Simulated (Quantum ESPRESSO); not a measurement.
pw.x input (Quantum ESPRESSO 7.5; PBE, PseudoDojo stringent norm-conserving files, scalar-relativistic):

```
&CONTROL
  calculation = 'scf'
  pseudo_dir = './pseudo'
  outdir = './out'
  tprnfor = .true.
  tstress = .true.
/
&SYSTEM
  ibrav = 0
  nat = 6
  ntyp = 2
  ecutwfc = 104.0
  ecutrho = 416.0
  occupations = 'smearing'
  smearing = 'fd'
  degauss = 0.002
  nbnd = 74
/
&ELECTRONS
  conv_thr = 6e-10
/
ATOMIC_SPECIES
Se 78.9710 Se.upf
Mo 95.9500 Mo.upf
CELL_PARAMETERS angstrom
  3.278315082164   0.000000000000   0.000000000000
 -1.639157541082   2.839104142764   0.000000000000
  0.000000000000   0.000000000000  12.724066924000
ATOMIC_POSITIONS crystal
Se   0.333333333000   0.666666667000   0.881612606400
Se   0.666666666333   0.333333333667   0.118387393600
Se   0.666666666333   0.333333333667   0.381612606400
Se   0.333333333000   0.666666667000   0.618387393600
Mo   0.666666666333   0.333333333667   0.750000000000
Mo   0.333333333000   0.666666667000   0.250000000000
K_POINTS automatic
9 9 2 0 0 0
```

End of the output:

```

[...]
     the Fermi energy is    14.3702 ev
!    total energy              =   -2987.50433199 Ry
     estimated scf accuracy    <          2.0E-10 Ry
     smearing contrib. (-TS)   =      -0.00000000 Ry
     internal energy E=F+TS    =   -2987.50433199 Ry
     The total energy is F=E-TS. E is the sum of the following terms:
     one-electron contribution =   -2400.73812430 Ry
     hartree contribution      =    1127.09568330 Ry
     xc contribution           =    -272.22181217 Ry
     ewald contribution        =   -1441.64007881 Ry
     convergence has been achieved in  10 iterations
     Forces acting on atoms (cartesian axes, Ry/au):
     atom    1 type  1   force =     0.00000000    0.00000000   -0.00029254
     atom    2 type  1   force =     0.00000000    0.00000000    0.00029254
     atom    3 type  1   force =     0.00000000    0.00000000   -0.00029254
     atom    4 type  1   force =    -0.00000000   -0.00000000    0.00029254
     atom    5 type  2   force =    -0.00000000   -0.00000000   -0.00000000
     atom    6 type  2   force =    -0.00000000   -0.00000000    0.00000000
     Total force =     0.000585     Total SCF correction =     0.000377
     SCF correction compared to forces is large: reduce conv_thr to get better values
     Computing stress (Cartesian axis) and pressure
          total   stress  (Ry/bohr**3)                   (kbar)     P=       39.81
   0.00027026   0.00000000  -0.00000000           39.76        0.00       -0.00
   0.00000000   0.00027026   0.00000000            0.00       39.76        0.00
  -0.00000000   0.00000000   0.00027126           -0.00        0.00       39.90
```
In a gapped system the printed Fermi energy is only some level inside the gap.

Spin-orbit coupling is not included.

Geometry relaxed with PBE+D3(BJ).
